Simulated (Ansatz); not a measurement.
BAs in space group P4_2/mmc (No. 131; B on 2c, As on 2f) under volume change, the program Ansatz at the PBE level (PAW), shape and atoms relaxed at each volume.

| V (Å³/atom) | E − E(relaxed) (meV/atom) | P (GPa) |
|---|---|---|
| 13.124 | 46.0 | 12.41 |
| 13.556 | 19.2 | 7.57 |
| 13.989 | 4.5 | 3.43 |
| 14.422 | 0.0 | 0.00 |
| 14.854 | 3.9 | -2.82 |
| 15.287 | 14.9 | -5.29 |
| 15.720 | 32.1 | -7.37 |

Question: What does a third-order Birch–Murnaghan fit give for V₀, B₀ and B′?

Answer: V₀ = 14.43 Å³/atom, B₀ = 105 GPa, B′ = 4.7.

The cell is a constructed one: a structure type filled with these elements; neither database checked (COD, Materials Project) lists it. It is not the phase usual at ambient conditions (space group No. 216). The PBE relaxation kept the symmetry of its start; its stability against distortions is not shown here.

Potentials: the later of the program's two PAW sets.
